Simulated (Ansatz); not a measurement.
**Ti2SnC: a fit and a missing row**

Ti2SnC, P6_3/mmc, a = 3.166 Å, c = 13.717 Å. The structure is a Materials Project entry; whether it is the stable form wasn't checked. Ansatz: r2SCAN, PAW, 500 eV, Γ-centred 12×12×4 mesh on 8 atoms, Gaussian smearing 0.10 eV; no spin polarisation. Shape and atoms are relaxed at each volume; pressure is positive in compression.

```
V (Å³/atom) P (GPa)
     13.986    10.44
     14.433     4.80
     14.879     0.02
     15.326        ?
     15.772    -7.36
```

Question: Take V0 = 14.879 Å³/atom, count pressures from its P0 = 0.02 GPa, fit the third-order Birch–Murnaghan form to the other rows, and predict the missing pressure.

Answer: With the Eulerian strain f = ½[(V0/V)^(2/3) − 1] and y = (P − P0)/[3f(1 + 2f)^(5/2)], the form is the line y = B0 + 1.5 B0 (B0′ − 4) f. Rows (f, y): 0.02106, 148.8; 0.01025, 147.8; -0.01906, 142.2. Means f = 0.004083, y = 146.27; Σ(Δf)² = 0.0008618, ΣΔfΔy = 0.1466; the slope is their ratio. y = 145.6 + 170.1 f GPa, so B0 = 145.6 GPa and B0′ = 4 + 2 × (170.1)/(3 × 145.6) = 4.78. At V = 15.326, f = -0.00977, y = 143.94 and P = -4.00 GPa. The run gave -4.00 GPa, the same to the digits shown.

Cost: 5 runs of about 18 core-minutes in all, on Arm Neoverse V1 (shared hosts).